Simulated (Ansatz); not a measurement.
# CsPbCl3: the gap against volume

CsPbCl3, Pm-3m, a = 5.619 Å. The structure is a COD entry; whether it is the stable form wasn't checked. Ansatz: PBEsol, PAW, 420 eV, Γ-centred 6×6×6 mesh on 5 atoms, Gaussian smearing 0.02 eV; no spin polarisation. Symmetry fixes shape and atoms, so the cell is only scaled; x = ln(V/V0) with V0 = 35.475 Å³/atom. The gap is read at the mesh points alone.

| x | gap y (eV) |
| --- | --- |
| -0.0619 | 1.533 |
| -0.0305 | 1.691 |
| 0.0000 | 1.833 |
| 0.0296 | 1.958 |
| 0.0583 | ? |

Q: Fit a straight line to the other rows, give the volume deformation potential of the gap and its pressure coefficient, and predict the missing gap. B0 = 25.0 GPa.

A: Means x = -0.01570, y = 1.7538; Σ(Δx)² = 0.004652, ΣΔxΔy = 0.02162; the slope is their ratio. y = 1.8267 + 4.6483 x. The slope is the deformation potential a = dE_g/d ln V = 4.65 eV, and dE_g/dP = −a/B0 = -186 meV/GPa. With a term in x² added, the coefficient of x becomes 4.433, 5 % less, which shows how far this figure hangs on the form. At x = 0.0583 the fit asked for gives 2.098 eV. The run gave 2.069 eV, so the fit is 0.029 eV too high, 5.4 % of the span of the series, against an rms of 0.006 eV on the fitted rows. The row lies outside the fitted range. With a term in x² added, a fit to the same known rows predicts 2.069 eV, so most of the miss is curvature that the known rows already hold.

Spin-orbit coupling is left out, which matters for the bands of heavy elements.

Symmetry holds off the tilts and polar distortions that many cubic perovskites undergo.